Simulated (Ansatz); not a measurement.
Bi:
```cif
data_Bi2
_chemical_formula_sum 'Bi2'
_space_group_name_H-M_alt 'P63/mmc'
_space_group_IT_number 194
_space_group_name_Hall '-P 6c 2c'
_cell_length_a 3.44155
_cell_length_b 3.44155
_cell_length_c 5.88368
_cell_angle_alpha 90.000
_cell_angle_beta 90.000
_cell_angle_gamma 120.000
loop_
_atom_site_label
_atom_site_type_symbol
_atom_site_symmetry_multiplicity
_atom_site_Wyckoff_symbol
_atom_site_fract_x
_atom_site_fract_y
_atom_site_fract_z
_atom_site_occupancy
Bi1 Bi 2 c 0.33333 0.66667 0.25000 1
```

Relaxed at zero pressure with the program Ansatz at the PBEsol level (PAW).

Problem. The volume is lowered by 3 % and shape and atoms relax at that volume. What pressure results, and how do the axes share the change?

Solution. 2.0 GPa; a -1.0 %, b -1.0 %, c -1.1 %; the energy rises by 5 meV/atom.

Problem. Give the new structure.

Solution. 
Space group P6₃/mmc (No. 194); a = b = 3.4079 Å, c = 5.8204 Å, α = β = 90.00°, γ = 120.00°

```
atom  site  symmetry       x       y       z
----  ----  --------  ------  ------  ------
Bi      2c      -6m2  0.3333  0.6667  0.2500
```

The phase is kept; no other phase was compared at this pressure.

Space group P6_3/mmc (hcp (Mg type)). The workflow started from an entry of the Crystallography Open Database (COD, 298 K), which files this formula under 2 space groups. It is not the phase usual at ambient conditions (space group No. 166). The PBEsol relaxation kept the symmetry of its start; whether a distortion lowers the energy is not shown. The volume moved by -72 % from the start of the relaxation. The volume fell by over 15 % from the filed cell, which may lack light atoms or belong to other conditions. Axis ratios of metals converge slowly with the k-mesh, so a and c are less sure than the volume. Spin–orbit coupling is left out wherever it is not named.

Potentials: the later of the program's two PAW sets.
